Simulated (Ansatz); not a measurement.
Consider a crystal of Ca₂Cl in space group R-3m (No. 166), with Ca on 18h; Cl on 9e. The guess for Ca₂Cl was made by a generator: 3-, 6-connected net, the two elements on its two kinds of vertex.

Method: Ansatz 0.2.0, DFT PBE, scalar-relativistic, plane waves, PAW. Cutoff 420 eV, Γ-centred mesh, Gaussian smearing, no spin polarisation.

The zero of energy is the elements' standard structures at the same level (Cl₂ as a molecule); no fitted shifts are applied.

Problem. Which cell and coordinates does it relax to?

Solution.

Space group R-3m:H (No. 166). a = 11.012 Å, b = 11.012 Å, c = 9.435 Å, α = 90.00°, β = 90.00°, γ = 120.00°
```csv
atom,site,symmetry,x,y,z
Ca,18h,.m,0.8719,0.1281,0.3449
Cl,9e,.2/m,0.1667,0.3333,0.3333
```

Ca is surrounded by 2 Cl at 2.88 Å, 1 Cl at 3.12 Å and 5 Ca at 3.67–3.92 Å; Cl is surrounded by 4 Ca at 2.88 Å and 2 Ca at 3.12 Å. Another local minimum with the same sites may exist.

Problem. And its energy and gap?

Solution. The formation energy is −0.79 eV/atom and the gap on the 6×6×6 mesh of the 9-atom cell is 0 eV (a metal). Whether it is stable depends on the other phases of the system, which aren't compared here.

The last run used Gaussian smearing of 0.10 eV. An odd number of electrons in the primitive cell allows no gap without spin; a larger cell or a magnetic state could open one. The cell is a metal run without spin; a magnetic state may lie lower. A structure relaxed within its symmetry needn't be a true minimum.
